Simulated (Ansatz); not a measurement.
MgS (rock salt)

```
MgS
1.0
    0.00000     2.61485     2.61485
    2.61485     0.00000     2.61485
    2.61485     2.61485     0.00000
S Mg
1 1
Direct
  0.00000   0.00000   0.00000
  0.50000   0.50000   0.50000
```

Scan: atom 2 (Mg, nearest neighbour S at 2.615 Å; its periodic images, 3.7 Å or more away, move with it) is displaced towards the nearest neighbour, direction (-1.000, 0.000, 0.000) in Cartesian axes, by s. The other atoms stay.

The numbers are results of PBE (plane waves to 420 eV, PAW, scalar-relativistic; Ansatz, a program for electronic structure), not measurements. k mesh 9×9×9 (Γ-centred), Fermi-Dirac smearing 0.05 eV. The energy includes the smearing's −TS. F∥ is the force on the atom along that direction. MgS was relaxed with its symmetry unable to fall. ΔE is measured from the undisplaced structure.

### Question
Estimate the ΔE (meV/cell) and F∥ (eV/Å) for s (Å) = -0.520, -0.416, -0.312, 0.208, 0.520.

### Answer
```
s (Å)   ΔE (meV/cell)  F∥ (eV/Å)
------  -------------  ---------
-0.520            667      3.902
-0.416            349      2.328
-0.312            164      1.314
0.208              63     -0.680
0.520             667     -3.902
```

(For displaced atoms, the force is minus the slope of the energy, and its curvature is a force constant, which sets phonon frequencies.)
